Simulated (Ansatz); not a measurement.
Task: Write an Ansatz input for a single-point calculation of ErSi3 with PBE (scalar-relativistic), a cutoff of 420 eV (density cutoff 4 times that), a Γ-centred 8×8×8 mesh and Gaussian smearing of 0.05 eV, without spin polarisation. Forces, stress and eigenvalues are wanted. The structure:
```
CELL_PARAMETERS angstrom
4.0846362755 0.0000000000 0.0000000000
0.0000000000 4.0846362755 0.0000000000
0.0000000000 0.0000000000 4.0846362755
ATOMIC_POSITIONS crystal
Er 0.0000000000 0.0000000000 0.0000000000
Si 0.0000000000 0.5000000000 0.5000000000
Si 0.5000000000 0.5000000000 0.0000000000
Si 0.5000000000 0.0000000000 0.5000000000
```

Result: 
```yaml
crystal:
  lattice:
    - [4.0846362755, 0.0, 0.0]
    - [0.0, 4.0846362755, 0.0]
    - [0.0, 0.0, 4.0846362755]
  atoms:
    - { symbol: Er, position: [0.0, 0.0, 0.0] }
    - { symbol: Si, position: [0.0, 0.5, 0.5] }
    - { symbol: Si, position: [0.5, 0.5, 0.0] }
    - { symbol: Si, position: [0.5, 0.0, 0.5] }
basis:
  ecutwfc: 420
  ecutrho_ratio: 4
kpoints:
  mp_grid: { grid: [8, 8, 8] }
hamiltonian:
  xc: pbe
scf:
  occupations: { method: gaussian, width: 0.05 }
output:
  forces: true
  stress: true
  eigenvalues: true
```

Launched as:
```sh
ansatz run input.yaml --threads 2 --pin off --max-ram 2662MiB --backend cpu --events-out ev --progress --plain --runs-dir out
```

Run as written, it has 34 valence electrons, 1357 plane waves at Γ, 48 symmetry operations and 35 irreducible k-points; it took 8 SCF iterations in all. Cost: 2.1 s on 2 threads of Arm Neoverse V2, with other jobs on the host, peak memory 0.36 GiB.

The structure was built from a prototype; whether the compound forms in it isn't claimed.

This is a comparison run: without spin polarisation an open f shell isn't in its ground state, so the input isn't a model for production.
